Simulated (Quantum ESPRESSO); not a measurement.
# Ti2ZrO4F4: finding a planted mistake in a log

Computed values, not a measurement. The program is pw.x of Quantum ESPRESSO 7.5 (plane-wave density functional theory). The cell is made up: 11 atoms on a fluorite lattice with one site empty, with randomly drawn elements, strain and displacements, not relaxed. PseudoDojo standard norm-conserving files (v0.5 for PBE, v0.4.1 for LDA and PBEsol) set the functional; there is no spin polarisation, spin-orbit coupling or dispersion term, and the masses in the input are unused placeholders.

Intended input:

```
&control calculation='scf', pseudo_dir='./dojo.nc.sr.pbe.v0_5.standard.upf', outdir='./o', disk_io='low', tprnfor=.true., tstress=.true. /
&system ibrav=0, nat=11, ntyp=4, nbnd=50, ecutwfc=84.00895049, nosym=.true., tot_charge=0,
 occupations='smearing', smearing='fd', degauss=0.0018374661
/
&electrons conv_thr=7.350e-09, electron_maxstep=60, /
ATOMIC_SPECIES
F 1.0 F.upf
O 1.0 O.upf
Ti 1.0 Ti.upf
Zr 1.0 Zr.upf
CELL_PARAMETERS angstrom
4.7211 0.0056 0.0648
0.0056 4.8482 0.0183
0.0648 0.0183 4.8177
ATOMIC_POSITIONS angstrom
Ti 0.102 -0.0587 0.0597
Zr 2.351 0.1321 2.4862
Ti 2.3507 2.4904 0.1379
O 1.0834 1.1938 1.2144
O 1.2654 1.2515 3.6598
F 1.1766 3.6677 1.3136
F 1.2587 3.5998 3.549
F 3.4517 1.2756 1.3426
F 3.571 1.233 3.6636
O 3.514 3.689 1.2716
O 3.7222 3.6115 3.6254
K_POINTS automatic
5 5 5 1 1 1
```

The log is shortened where brackets say so; the opening notice, blank lines, dates and the lines on written files are dropped, and the path of the files is cut. It prints rydbergs, bohrs and kilobars, and counts compression as positive stress. Where no state is partly filled, the Fermi energy that it prints is only some level between the filled and the empty states on the mesh, and need not lie in the true gap.

Log of the intended run:

```
     Program PWSCF v.7.5
     Parallel version (MPI & OpenMP), running on       4 processor cores
     Number of MPI processes:                 4
     Threads/MPI process:                     1
     [start-up lines left out]
     bravais-lattice index     =            0
     lattice parameter (alat)  =       8.9224  a.u.
     unit-cell volume          =     744.0003 (a.u.)^3
     number of atoms/cell      =           11
     number of atomic types    =            4
     number of electrons       =        88.00
     number of Kohn-Sham states=           50
     kinetic-energy cutoff     =      84.0090  Ry
     charge density cutoff     =     336.0358  Ry
     scf convergence threshold =      7.3E-09
     mixing beta               =       0.7000
     number of iterations used =            8  plain     mixing
     Exchange-correlation= PBE
                           (   1   4   3   4   0   0   0)
     [axes and pseudopotential details left out]
   Cartesian axes
     site n.     atom                  positions (alat units)
         1        Ti     tau(   1) = (   0.0216031  -0.0124324   0.0126442  )
         2        Zr     tau(   2) = (   0.4979299   0.0279781   0.5265646  )
         3        Ti     tau(   3) = (   0.4978664   0.5274541   0.0292065  )
         4        O      tau(   4) = (   0.2294586   0.2528408   0.2572038  )
         5        O      tau(   5) = (   0.2680053   0.2650614   0.7751271  )
         6        F      tau(   6) = (   0.2491979   0.7768003   0.2782138  )
         7        F      tau(   7) = (   0.2665863   0.7624194   0.7516603  )
         8        F      tau(   8) = (   0.7310526   0.2701656   0.2843559  )
         9        F      tau(   9) = (   0.7563197   0.2611432   0.7759320  )
        10        O      tau(  10) = (   0.7442474   0.7813116   0.2693185  )
        11        O      tau(  11) = (   0.7883431   0.7648974   0.7678414  )
     number of k points=    63  Fermi-Dirac smearing, width (Ry)=  0.0018
                       cart. coord. in units 2pi/alat
        k(    1) = (   0.0985726   0.0969103   0.0963102), wk =   0.0320000
        k(    2) = (   0.0958826   0.0961734   0.2923576), wk =   0.0320000
     [further k points left out]
     Dense  grid:    77439 G-vectors     FFT dimensions: (  54,  54,  54)
     Estimated max dynamical RAM per process >     234.88 MB
     Estimated total dynamical RAM >     882.81 MB
     Initial potential from superposition of free atoms
     starting charge      87.9944, renormalised to      88.0000
     Starting wfcs are   62 randomized atomic wfcs
     total cpu time spent up to now is        6.6 secs
     per-process dynamical memory:   187.6 Mb
     Self-consistent Calculation
     iteration #  1     ecut=    84.01 Ry     beta= 0.70
     Davidson diagonalization with overlap
     ethr =  1.00E-02,  avg # of iterations =  2.0
     total cpu time spent up to now is       17.6 secs
     total energy              =    -666.55239608 Ry
     estimated scf accuracy    <       4.49683771 Ry
     iteration #  2     ecut=    84.01 Ry     beta= 0.70
     Davidson diagonalization with overlap
     ethr =  5.11E-03,  avg # of iterations =  7.8
     total cpu time spent up to now is       39.1 secs
     total energy              =    -659.43994663 Ry
     estimated scf accuracy    <      91.12315739 Ry
     [iterations 3 to 16 left out]
     iteration # 17     ecut=    84.01 Ry     beta= 0.70
     Davidson diagonalization with overlap
     ethr =  3.97E-10,  avg # of iterations =  5.2
     total cpu time spent up to now is      239.3 secs
     total energy              =    -669.04321219 Ry
     estimated scf accuracy    <       0.00000003 Ry
     iteration # 18     ecut=    84.01 Ry     beta= 0.70
     Davidson diagonalization with overlap
     ethr =  3.92E-11,  avg # of iterations =  5.0
     total cpu time spent up to now is      253.7 secs
     End of self-consistent calculation
     [lines on levels left out]
     the Fermi energy is    10.8832 ev
!    total energy              =    -669.04321220 Ry
     estimated scf accuracy    <          5.4E-09 Ry
     smearing contrib. (-TS)   =      -0.00000003 Ry
     internal energy E=F+TS    =    -669.04321217 Ry
     The total energy is F=E-TS. E is the sum of the following terms:
     one-electron contribution =    -199.24209003 Ry
     hartree contribution      =     151.36058365 Ry
     xc contribution           =    -133.01279051 Ry
     ewald contribution        =    -488.14891528 Ry
     convergence has been achieved in  18 iterations
     Forces acting on atoms (cartesian axes, Ry/au):
     atom    1 type  3   force =    -0.06237875    0.01296538   -0.03641137
     atom    2 type  4   force =     0.01745530   -0.06031486    0.03363514
     atom    3 type  3   force =     0.06561964    0.00916203   -0.03666142
     atom    4 type  2   force =     0.00831328   -0.00698614   -0.05971906
     atom    5 type  2   force =    -0.03604624   -0.01530458    0.08219950
     atom    6 type  1   force =    -0.02493261   -0.04177563   -0.06535963
     atom    7 type  1   force =    -0.00666428   -0.01630679    0.10039160
     atom    8 type  1   force =     0.05720351    0.05874429   -0.08998254
     atom    9 type  1   force =     0.04990925    0.01800875    0.08381983
     atom   10 type  2   force =    -0.00722464    0.00584854   -0.09794355
     atom   11 type  2   force =    -0.06125445    0.03595901    0.08603149
     Total force =     0.303285     Total SCF correction =     0.000225
     Computing stress (Cartesian axis) and pressure
          total   stress  (Ry/bohr**3)                   (kbar)     P=      170.57
   0.00145462  -0.00074670  -0.00019217          213.98     -109.84      -28.27
  -0.00074670   0.00082576  -0.00002274         -109.84      121.47       -3.35
  -0.00019217  -0.00002274   0.00119816          -28.27       -3.35      176.26
     init_run     :      6.07s CPU      6.37s WALL (       1 calls)
     electrons    :    245.79s CPU    247.12s WALL (       1 calls)
     forces       :      2.17s CPU      2.19s WALL (       1 calls)
     stress       :      7.40s CPU      7.41s WALL (       1 calls)
     [timing details left out]
     PWSCF        :   4m21.80s CPU   4m23.52s WALL
     JOB DONE.
```

A second run was made from an input with one planted mistake. Its log:

```
     Program PWSCF v.7.5
     Parallel version (MPI & OpenMP), running on       4 processor cores
     Number of MPI processes:                 4
     Threads/MPI process:                     1
     [start-up lines left out]
     bravais-lattice index     =            0
     lattice parameter (alat)  =       9.0821  a.u.
     unit-cell volume          =     784.6680 (a.u.)^3
     number of atoms/cell      =           11
     number of atomic types    =            4
     number of electrons       =        88.00
     number of Kohn-Sham states=           50
     kinetic-energy cutoff     =      84.0090  Ry
     charge density cutoff     =     336.0358  Ry
     scf convergence threshold =      7.3E-09
     mixing beta               =       0.7000
     number of iterations used =            8  plain     mixing
     Exchange-correlation= PBE
                           (   1   4   3   4   0   0   0)
     [axes and pseudopotential details left out]
   Cartesian axes
     site n.     atom                  positions (alat units)
         1        Ti     tau(   1) = (   0.0215977  -0.0124426   0.0126507  )
         2        Zr     tau(   2) = (   0.4979342   0.0279855   0.5265648  )
         3        Ti     tau(   3) = (   0.4978718   0.5274595   0.0292131  )
         4        O      tau(   4) = (   0.2294605   0.2528476   0.2571963  )
         5        O      tau(   5) = (   0.2680160   0.2650614   0.7751261  )
         6        F      tau(   6) = (   0.2492064   0.7768115   0.2782115  )
         7        F      tau(   7) = (   0.2665803   0.7624130   0.7516557  )
         8        F      tau(   8) = (   0.7310567   0.2701591   0.2843495  )
         9        F      tau(   9) = (   0.7563165   0.2611497   0.7759376  )
        10        O      tau(  10) = (   0.7442484   0.7813058   0.2693268  )
        11        O      tau(  11) = (   0.7883386   0.7648890   0.7678436  )
     number of k points=    63  Fermi-Dirac smearing, width (Ry)=  0.0018
                       cart. coord. in units 2pi/alat
        k(    1) = (   0.0985718   0.0969103   0.0963106), wk =   0.0320000
        k(    2) = (   0.0958802   0.0961745   0.2923592), wk =   0.0320000
     [further k points left out]
     Dense  grid:    81621 G-vectors     FFT dimensions: (  54,  60,  60)
     Estimated max dynamical RAM per process >     249.29 MB
     Estimated total dynamical RAM >     937.39 MB
     Initial potential from superposition of free atoms
     starting charge      87.9944, renormalised to      88.0000
     Starting wfcs are   62 randomized atomic wfcs
     total cpu time spent up to now is        7.7 secs
     per-process dynamical memory:   205.8 Mb
     Self-consistent Calculation
     iteration #  1     ecut=    84.01 Ry     beta= 0.70
     Davidson diagonalization with overlap
     ethr =  1.00E-02,  avg # of iterations =  2.0
     total cpu time spent up to now is       20.7 secs
     total energy              =    -666.44005316 Ry
     estimated scf accuracy    <       4.67341692 Ry
     iteration #  2     ecut=    84.01 Ry     beta= 0.70
     Davidson diagonalization with overlap
     ethr =  5.31E-03,  avg # of iterations =  7.3
     total cpu time spent up to now is       46.8 secs
     total energy              =    -659.47385021 Ry
     estimated scf accuracy    <      96.06939335 Ry
     [iterations 3 to 21 left out]
     iteration # 22     ecut=    84.01 Ry     beta= 0.70
     Davidson diagonalization with overlap
     ethr =  2.90E-11,  avg # of iterations =  3.6
     total cpu time spent up to now is      341.5 secs
     total energy              =    -669.07299689 Ry
     estimated scf accuracy    <          9.0E-09 Ry
     iteration # 23     ecut=    84.01 Ry     beta= 0.70
     Davidson diagonalization with overlap
     ethr =  1.02E-11,  avg # of iterations =  4.9
     total cpu time spent up to now is      356.2 secs
     End of self-consistent calculation
     [lines on levels left out]
     the Fermi energy is     9.9849 ev
!    total energy              =    -669.07299689 Ry
     estimated scf accuracy    <          1.6E-09 Ry
     smearing contrib. (-TS)   =      -0.00000012 Ry
     internal energy E=F+TS    =    -669.07299677 Ry
     The total energy is F=E-TS. E is the sum of the following terms:
     one-electron contribution =    -211.96253284 Ry
     hartree contribution      =     155.08583194 Ry
     xc contribution           =    -132.63108877 Ry
     ewald contribution        =    -479.56520710 Ry
     convergence has been achieved in  23 iterations
     Forces acting on atoms (cartesian axes, Ry/au):
     atom    1 type  3   force =    -0.05115971    0.01164128   -0.02776672
     atom    2 type  4   force =     0.01391497   -0.04364113    0.03274146
     atom    3 type  3   force =     0.06296475    0.00907933   -0.02921108
     atom    4 type  2   force =     0.01620780   -0.02075828   -0.06136881
     atom    5 type  2   force =    -0.01905952   -0.03122315    0.07347317
     atom    6 type  1   force =    -0.01656636   -0.02965995   -0.06755521
     atom    7 type  1   force =     0.00202316   -0.00340937    0.09415064
     atom    8 type  1   force =     0.03714483    0.04471935   -0.07885331
     atom    9 type  1   force =     0.03403028    0.00794270    0.07449517
     atom   10 type  2   force =    -0.01586382    0.01372675   -0.09655197
     atom   11 type  2   force =    -0.06363638    0.04158248    0.08644667
     Total force =     0.277075     Total SCF correction =     0.000082
     Computing stress (Cartesian axis) and pressure
          total   stress  (Ry/bohr**3)                   (kbar)     P=       49.65
   0.00061786  -0.00073608  -0.00016915           90.89     -108.28      -24.88
  -0.00073608   0.00003556  -0.00003848         -108.28        5.23       -5.66
  -0.00016915  -0.00003848   0.00035902          -24.88       -5.66       52.81
     init_run     :      7.27s CPU      7.53s WALL (       1 calls)
     electrons    :    346.51s CPU    348.55s WALL (       1 calls)
     forces       :      2.17s CPU      2.21s WALL (       1 calls)
     stress       :      7.86s CPU      7.91s WALL (       1 calls)
     [timing details left out]
     PWSCF        :   6m 4.03s CPU   6m 6.55s WALL
     JOB DONE.
```

Question: what was wrong in the second input?

Answer: the cell and the positions are scaled by a wrong factor. The input lines that differ, file-writing options aside:

```
- 4.7211 0.0056 0.0648
+ 4.8056 0.0057 0.066
- 0.0056 4.8482 0.0183
+ 0.0057 4.935 0.0186
- 0.0648 0.0183 4.8177
+ 0.066 0.0186 4.9039
- Ti 0.102 -0.0587 0.0597
+ Ti 0.1038 -0.0598 0.0608
- Zr 2.351 0.1321 2.4862
+ Zr 2.3931 0.1345 2.5307
- Ti 2.3507 2.4904 0.1379
+ Ti 2.3928 2.535 0.1404
- O 1.0834 1.1938 1.2144
+ O 1.1028 1.2152 1.2361
- O 1.2654 1.2515 3.6598
+ O 1.2881 1.2739 3.7253
- F 1.1766 3.6677 1.3136
+ F 1.1977 3.7334 1.3371
- F 1.2587 3.5998 3.549
+ F 1.2812 3.6642 3.6125
- F 3.4517 1.2756 1.3426
+ F 3.5135 1.2984 1.3666
- F 3.571 1.233 3.6636
+ F 3.6349 1.2551 3.7292
- O 3.514 3.689 1.2716
+ O 3.5769 3.755 1.2944
- O 3.7222 3.6115 3.6254
+ O 3.7888 3.6761 3.6903
```

```
                                            intended run  run with the mistake
                          free energy (eV)     -9102.797             -9103.202
                    smearing term -TS (eV)        0.0000                0.0000
                            pressure (GPa)         17.06                  4.96
            largest force component (eV/Å)         2.581                 2.482
largest change of a force component (eV/Å)                               0.516
                                iterations            18                    23
```

For scale, a rerun of the intended cell at 1467 eV and a 7 x 7 x 7 mesh moved values by no more than 0.003 eV in energy, 0.04 GPa in stress and 0.005 eV/Å in force.